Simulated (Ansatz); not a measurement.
Start of a relaxation of Hf₄N:

```cif
data_structure
_symmetry_space_group_name_H-M 'Fmmm'
_symmetry_Int_Tables_number 69
_cell_length_a 5.4689
_cell_length_b 8.0970
_cell_length_c 9.8248
_cell_angle_alpha 90.000
_cell_angle_beta 90.000
_cell_angle_gamma 90.000
_cell_volume 435.07
loop_
_atom_site_label
_atom_site_type_symbol
_atom_site_symmetry_multiplicity
_atom_site_Wyckoff_symbol
_atom_site_fract_x
_atom_site_fract_y
_atom_site_fract_z
_atom_site_occupancy
Hf1 Hf 8 d 0.25000 0.00000 0.25000 1
Hf2 Hf 8 h 0.50000 0.72358 0.00000 1
N1 N 4 a 0.00000 0.00000 0.00000 1
```

All numbers below come from DFT PBE, scalar-relativistic, plane waves, PAW in Ansatz. Cutoff 420 eV, Gaussian smearing, Γ-centred meshes. Cell and atoms relax first on a coarse mesh and then on a finer one. In between, the cell is made exact in the group found at 0.06 Å. In metals the finer mesh still leaves noise of several meV/atom or more. The steps can't lower the symmetry of their start. No spin polarisation.

A guess keeps its type if space group and coordination stay and the shape of the cell changes little (axis ratios within about 15 %, angles within 6°); the volume may change.

Q: Does it keep its structure type, or change into something else?

A: It doesn't keep its type. The symmetry goes from Fmmm (No. 69) to I4/mmm (No. 139). The volume per atom shrinks by 14.6 %, from 21.8 to 18.6 Å³. The shortest distance goes from 1.81 Å (Hf–N) to 2.22 Å (Hf–N). Counting neighbours within 15 % of an atom's shortest distance, the start has Hf 1/4, N 2 and the end Hf 1/2, N 6. In detail, at the end around Hf on a site of symmetry mmm lie 2 N at 2.25 Å and 12 Hf at 3.16–3.27 Å; Hf on a site of symmetry 4mm is surrounded by 1 N at 2.22 Å and 12 Hf at 3.16–3.27 Å; around N lie 6 Hf at 2.22–2.25 Å.

Space group I4/mmm (No. 139). a = 4.493 Å, b = 4.493 Å, c = 9.199 Å, α = 90.00°, β = 90.00°, γ = 90.00°
| atom | site | symmetry | x | y | z |
| --- | --- | --- | --- | --- | --- |
| Hf | 4c | mmm. | 0.5000 | 0.0000 | 0.0000 |
| Hf | 4e | 4mm | 0.0000 | 0.0000 | 0.2413 |
| N | 2a | 4/mmm | 0.0000 | 0.0000 | 0.0000 |

Energies over the elements count from the elements' standard structures at the same level (N₂ as a molecule), with no fitted energy shifts.

Q: At what energy does it end?

A: −0.70 eV/atom. It lies below the elements, which doesn't yet make it stable against other compounds or structures.

The last run used a 12×12×12 mesh for its 5-atom cell and Gaussian smearing of 0.10 eV. These runs have no spin–orbit coupling, which can matter for Hf. The cell is a metal run without spin; a magnetic state may lie lower. Symmetry constrained the relaxation, so the result can be a saddle point.

In counts of neighbours, a slash parts the counts of unlike sites.
